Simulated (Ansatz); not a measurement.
Ansatz (a first-principles code) input:

Ansatz 0.2 input:
```yaml
crystal:
  lattice:
    - [1.4461655862, -2.2054364599, 0.0]
    - [1.4461655862, 2.2054364599, 0.0]
    - [0.0, 0.0, 4.2264342454]
  atoms:
    - { symbol: Cu, position: [0.0, 0.0, 0.0] }
    - { symbol: Pd, position: [0.5, 0.5, 0.5] }
kpoints:
  mp_grid: { grid: [17, 17, 10] }
hamiltonian:
  xc: r2scan
  pseudopotentials: { kind: paw }
scf:
  occupations: { method: fermi_dirac, width: 0.1 }
phonons:
  method: dfpt
  response_accuracy: low
  eigenvectors: true
  rigid_motions: translations
```

Output (shortened):

```
Pseudopotential: Cu, paw, valence charge 19
Pseudopotential: Pd, paw, valence charge 18
Functional definition: r2SCAN
Crystal: 2 atoms, lattice volume = 26.960 Å³
Basis set: ecut = 500 eV, 687 PW (Γ), exchange–correlation on 120×120×192 points (216 copies of the dense FFT grid, shifted against one another)
Bands: 23, of which v1, the nominal top of the filled ones, is band 19 counted from 1 (18 counted from 0)
Symmetry: 8 space group operations
k-points: 1446 of 2890 (irreducible under 1 space group operation, time reversal used)
SCF iter   1: F=—  HF=-13617.082478 eV  |F-HF|=—  |Δ(HF+E_count)|=         —  Δρ=3.97e-2  dr2=2.49e-1  dr2_τ=9.65e-3  ethr=1.77e-3  ⟨swp⟩=5.2  Hψ=133636  notcnv=0
preconditioner: auto → none
SCF iter   2: F=—  HF=-13617.077571 eV  |F-HF|=—  |Δ(HF+E_count)|=   4.91e-3  Δρ=2.22e-2  dr2=8.33e-2  dr2_τ=3.28e-3  ethr=6.72e-4  ⟨swp⟩=2.0  Hψ=62638  notcnv=0  defer=136
SCF iter   3: F=—  HF=-13617.060956 eV  |F-HF|=—  |Δ(HF+E_count)|=   1.66e-2  Δρ=1.55e-2  dr2=6.00e-2  dr2_τ=1.72e-3  ethr=2.25e-4  ⟨swp⟩=2.1  Hψ=53408  notcnv=0  defer=136
SCF iter   4: F=—  HF=-13617.054505 eV  |F-HF|=—  |Δ(HF+E_count)|=   6.45e-3  Δρ=5.26e-3  dr2=8.06e-3  dr2_τ=6.87e-4  ethr=1.62e-4  ⟨swp⟩=1.6  Hψ=46189  notcnv=0  defer=126
SCF iter   5: F=—  HF=-13617.053046 eV  |F-HF|=—  |Δ(HF+E_count)|=   1.46e-3  Δρ=2.22e-3  dr2=1.62e-3  dr2_τ=3.25e-5  ethr=2.18e-5  ⟨swp⟩=1.0  Hψ=33158  notcnv=0  defer=126
SCF iter   6: F=—  HF=-13617.053006 eV  |F-HF|=—  |Δ(HF+E_count)|=   4.05e-5  Δρ=8.59e-4  dr2=2.28e-4  dr2_τ=4.01e-6  ethr=4.37e-6  ⟨swp⟩=2.1  Hψ=48086  notcnv=0  defer=126
SCF iter   7: F=—  HF=-13617.053007 eV  |F-HF|=—  |Δ(HF+E_count)|=   1.45e-6  Δρ=2.93e-4  dr2=1.80e-5  dr2_τ=4.51e-7  ethr=6.16e-7  ⟨swp⟩=2.2  Hψ=42302  notcnv=0  defer=126
SCF iter   8: F=—  HF=-13617.053007 eV  |F-HF|=—  |Δ(HF+E_count)|=   1.16e-7  Δρ=7.45e-5  dr2=9.62e-7  dr2_τ=1.10e-8  ethr=4.86e-8  ⟨swp⟩=1.1  Hψ=33963  notcnv=0  defer=126
SCF iter  13: F=-13617.052999 eV  HF=-13617.052999 eV  |F-HF|=3.64e-12  |Δ(HF+E_count)|=  1.09e-11  Δρ=1.57e-7  dr2=4.43e-12  dr2_τ=5.73e-14  ethr=1.00e-12  ⟨swp⟩=3.9  Hψ=127828  notcnv=0
SCF 1 converged in 13 iterations: F = -13617.052999 eV  dr2 = 4.43e-12
DFPT response loops at Γ: preconditioner auto → Kerker (q_TF=auto, 2.876 Å⁻¹) (partly filled bands, converged f_vac=0.000) …
SCF converged after 13 iterations
Free energy (F): -13617.052999 eV
Harris-Foulkes:  -13617.052999 eV  (|F-HF|=3.64e-12)
Internal energy: -13617.025978 eV  (E = F + TS)
E sigma→0 (E₀):  -13617.039489 eV
Entropy (-TS):   -0.027021 eV (-13.510 meV/atom)
Fermi energy:    17.830997 eV
--- Per-component energies (eV) ---
  E_band       = -538.329353
  E_kinetic    = 816.170561
  E_local      = -5945.806881  (includes V_loc(G=0)·N_el)
  E_nonlocal   = 617.340990
  E_hartree    = 2575.593334
  E_xc         = -243.662060
  E_vxc        = -356.426064  (∫ρ·V_xc dr)
  E_paw        = -5454.451274  (= ΣΔE_a)
  E_vpaw       = -846.756435  (= ΣTr[D̂ρ^β])
  E_aug_tail   = 0.000241  (compensation charges beyond the density's cutoff)
  E_vtau       = 25.961401  (kinetic-family band-sum trace: ∫τ·v_τ [+ j·A + Jᵃ·Aᵃ] dr)
  E_ewald      = -5981.457695
  E_core_change = -0.753195  (= ΣΔE_core)
  E_smearing   = -0.027021  (= −TS)
  E_closure    = 0.000000  (closes the sum)
  Σ components = -13617.052999   (vs F -13617.052999, Δ=0.00e0)
  [band-id]    e_kinetic+e_local+e_nonlocal+2·e_hartree+e_vxc+e_vpaw+e_augmentation_tail+e_vtau = -538.329518   (vs E_band -538.329353, Δ=-1.66e-4)
--- Band table (eV; the first three rows and the last of 1446) ---
  k-point 0: bands = ["-97.9248", "-68.6716", "-53.7661", "-53.7592", "-53.7130", "-33.5343", "-33.4208", "-33.3349", "9.6953", "12.6040", "14.0765", "14.8816", "14.9924", "15.3972", "16.0220", "16.1793", "16.3356", "16.9738", "17.6784", "18.6560", "24.6333", …
  k-point 1: bands = ["-97.9248", "-68.6716", "-53.7660", "-53.7592", "-53.7130", "-33.5346", "-33.4209", "-33.3349", "9.7972", "12.6111", "14.0899", "14.8945", "15.0452", "15.3810", "16.0033", "16.1790", "16.2999", "16.9692", "17.5990", "18.1793", "25.2684", …
  k-point 2: bands = ["-97.9248", "-68.6716", "-53.7659", "-53.7592", "-53.7130", "-33.5354", "-33.4209", "-33.3349", "10.0970", "12.6155", "14.1269", "14.9269", "15.2000", "15.3370", "15.9496", "16.1783", "16.2022", "16.9572", "17.1639", "17.3755", …
  k-point 1445: bands = ["-97.9212", "-68.6272", "-53.7876", "-53.7615", "-53.7319", "-33.7738", "-33.4870", "-33.4250", "12.8637", "13.3186", "14.2163", "14.4455", "15.0183", "15.2285", "16.0465", "16.4290", "16.5835", "17.2984", "18.8711", "21.4505", …
--- Phonons (Γ-DFPT): 6 representative perturbations + reference, on 1446 of 2890 k-points (Σ response iterations 41) ---
  ASR residual: 1.146e-3 → 0.000e0 eV/Å²; symmetrization residual: 4.061e-4 eV/Å²
  ASR residual per site (eV/Å²): 1.15e-3 1.14e-3
  Γ frequencies (cm⁻¹): -57.52 0.00 0.00 0.00 155.02 240.25
  non-analytic LO–TO correction: not included (Born effective charges unavailable; polar crystals: no LO–TO splitting at Γ)
```

Cost: about 29 core-minutes (a rough figure) on shared cores.

Space group Cmmm. The first step of the workflow began from a Materials Project structure, measured or hypothetical; the Crystallography Open Database copy checked does not list it. COD files the formula under space group No. 221. With Cu and Pd taken as one species the cell has the higher symmetry Im-3m, so it may be an ordered model of a mixed-site phase. Whether it is the stable phase at ambient conditions was not checked. Symmetry was held in the r²SCAN relaxation. At this level the phase is dynamically unstable (imaginary phonons). No spin polarisation was allowed. As this level gives no gap, phonon frequencies hold no LO–TO term and depend on the k-mesh and smearing (Fermi–Dirac, 0.1 eV here). Spin–orbit coupling is left out wherever it is not named.

Potentials: the later of the program's two PAW sets.

Ansatz is a plane-wave DFT program.
